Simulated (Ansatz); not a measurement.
**Fields on a plane of Hf2Ga (space group I4/mcm)**

```yaml
crystal:
  lattice:
    - [-3.26596, 3.26596, 2.60026]
    - [3.26596, -3.26596, 2.60026]
    - [3.26596, 3.26596, -2.60026]
  atoms:
    - { symbol: Hf, position: [0.15367, 0.65367, 0.80735] }
    - { symbol: Hf, position: [0.84633, 0.34633, 0.19265] }
    - { symbol: Hf, position: [0.65367, 0.84633, 0.50000] }
    - { symbol: Hf, position: [0.34633, 0.15367, 0.50000] }
    - { symbol: Ga, position: [0.75000, 0.75000, 0.00000] }
    - { symbol: Ga, position: [0.25000, 0.25000, 0.00000] }
```

The slice is a (100) plane (indices of the conventional cell) through the point (0.846, 0.346, 0.193) (fractional), spanned by u = [110] and v = [101] in vectors of this cell: u (5.20 Å) and v (6.53 Å, at 90° to u). It covers one period; positions are fractions (u, v).

Atoms on it: Hf at (0.00, 0.00); Hf at (0.50, 0.31).

Calculation: LDA (plane waves to 420 eV, PAW, scalar-relativistic; Ansatz, a program for electronic structure). k mesh 12×12×12. Inside the PAW spheres the values are not all-electron values, and peaks at nuclei hang on which shells count as valence. Hf2Ga is run without spin polarisation. Hf2Ga was relaxed with its symmetry unable to fall. Spin-orbit coupling is left out, though Hf is heavy.

| v \ u | 0.00 | 0.12 | 0.25 | 0.38 | 0.50 | 0.62 | 0.75 | 0.88 |
|---|---|---|---|---|---|---|---|---|
| 0.90 | 0.8 | 0.1 | -0.7 | -0.8 | -0.7 | -0.8 | -0.7 | 0.1 |
| 0.80 | -0.7 | -0.7 | -0.6 | -0.6 | -0.6 | -0.6 | -0.6 | -0.6 |
| 0.70 | -0.7 | -0.6 | -0.4 | -0.5 | -0.7 | -0.5 | -0.4 | -0.6 |
| 0.60 | -0.7 | -0.6 | -0.4 | -0.6 | -0.7 | -0.6 | -0.4 | -0.6 |
| 0.50 | -0.6 | -0.6 | -0.6 | -0.6 | -0.6 | -0.6 | -0.6 | -0.6 |
| 0.40 | -0.7 | -0.8 | -0.7 | 0.1 | 0.9 | 0.1 | -0.7 | -0.8 |
| 0.30 | -0.8 | -0.8 | -0.7 | 0.8 | 1.5 | 0.8 | -0.7 | -0.8 |
| 0.20 | -0.7 | -0.7 | -0.7 | 0.0 | 0.6 | 0.0 | -0.7 | -0.7 |
| 0.10 | 0.8 | 0.0 | -0.7 | -0.7 | -0.7 | -0.7 | -0.7 | 0.0 |
| 0.00 | 1.6 | 0.8 | -0.7 | -0.8 | -0.8 | -0.8 | -0.7 | 0.8 |

Values: log₁₀ of the valence density in e/Å³. The scale is logarithmic, as a density can span decades between atoms and voids.

```
|xxxx88110044443333334444001188xx|
|99883300114433111111334411003388|
|22110011444422000000224444110011|
|00002255665522000000225566552200|
|22335555555533000000335555555533|
|33445544444444221122444444445544|
|22334444334444333333444433444433|
|11224444444455443344554444444422|
|00003355556655332233556655553300|
|00002255665522000000225566552200|
|00002244441100223322001144442200|
|11113344110044999999440011443311|
|33445544001188xxxxxx881100445544|
|55666644002299xxxxxx992200446666|
|44445544111177xxxxxx771111445544|
|00002233220022778877220022332200|
|22110011331100001100001133110011|
|99883300224422110011224422003388|
|xxxx88110044665544556644001188xx|
|xxxx99220044666655666644002299xx|
```
Scale: ten equal steps from 0.12 (start of '0') to 0.79 (end of '9'), in the order '0123456789'. Values: electron localisation function (ELF). The map has 16 points along u (two characters each, u = 0 at the left) and 20 along v (v = 0 in the bottom row). Points within 0.5 Å of a nucleus are blanked (x), as the pseudised field means little there.
